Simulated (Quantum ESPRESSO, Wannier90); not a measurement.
Nb₂O₅ (C2/m): Wannier90 run

```xyz
7
Lattice="0.0000 3.8588 0.0000 -0.0588 0.0000 4.0182 6.5037 -1.9294 0.0000" Properties=species:S:1:pos:R:3 pbc="T T T"
Nb    -1.9019     0.0000    -0.2735
Nb     1.9019     0.0000     0.2735
O     -1.9671     0.0000     1.9463
O      1.9671     0.0000    -1.9463
O      0.0000     0.0000     0.0000
O      2.4074    -1.9294     0.0218
O     -2.4074     1.9294    -0.0218
```

Structure: Materials Project mp-1595, symmetrised, not relaxed again. Not found in the COD (Crystallography Open Database) copy used, which has the formula in other groups; not checked further. Level: PBEsol, no spin polarisation, no spin-orbit coupling; pw.x of Quantum ESPRESSO at 68 Ry with PseudoDojo potentials, 6×6×6 k-points, Wannier90. Density: 8×8×8 mesh, cold smearing 0.01 Ry.

Base run: 25 functions from bands 14-56 of the 56 computed, start hydrogen-like Nb: d; O: p, centres 0.05 Å off the atoms, frozen window up to 3.65 eV relative to the valence-band maximum, outer window open. Its settings: num_cg_steps = 5, trial_step = 2 and dis_mix_ratio = 0.5 (the program's defaults), conv_tol = 1.0e-6 over 4 steps, num_iter = 1000, dis_conv_tol = 1.0e-6, dis_num_iter = 1000. One of them is changed at a time.

```json
[
 {"run": "base", "disentanglement steps": "143", "localisation steps": "36", "Ω_I (Å²)": "20.798", "Ω_total (Å²)": "21.064", "ended": "converged"},
 {"run": "conv_tol = 1.0e-4", "disentanglement steps": "143", "localisation steps": "19", "Ω_I (Å²)": "20.798", "Ω_total (Å²)": "21.064", "ended": "converged"},
 {"run": "dis_num_iter = 20", "disentanglement steps": "20", "localisation steps": "34", "Ω_I (Å²)": "20.905", "Ω_total (Å²)": "21.158", "ended": "step limit"}
]
```
